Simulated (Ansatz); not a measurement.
Data:

BeTe:
```
CELL_PARAMETERS angstrom
      0.00000     2.82856     2.82856
      2.82856     0.00000     2.82856
      2.82856     2.82856     0.00000
ATOMIC_POSITIONS crystal
  Te 0.75000 0.75000 0.75000
  Be 0.00000 0.00000 0.00000
```

This is the r²SCAN-relaxed structure. Cartesian axes are those of the cell as given.

Problem. All from r²SCAN (plane waves, PAW; program Ansatz), unless another level is named. Give the Poisson's ratio.

Solution. 0.21.

Problem. Give the piezoelectric stress constants (proper, relaxed ions, C/m²).

Solution. e14 = e25 = e36 = 0.25.

Space group F-43m (zinc blende). The r²SCAN relaxation kept the symmetry of its start; of distortions, only those at the zone centre were tested. Scalar-relativistic: spin–orbit coupling is off unless named, which matters more the heavier the elements.

Potentials: the later of the program's two PAW sets.
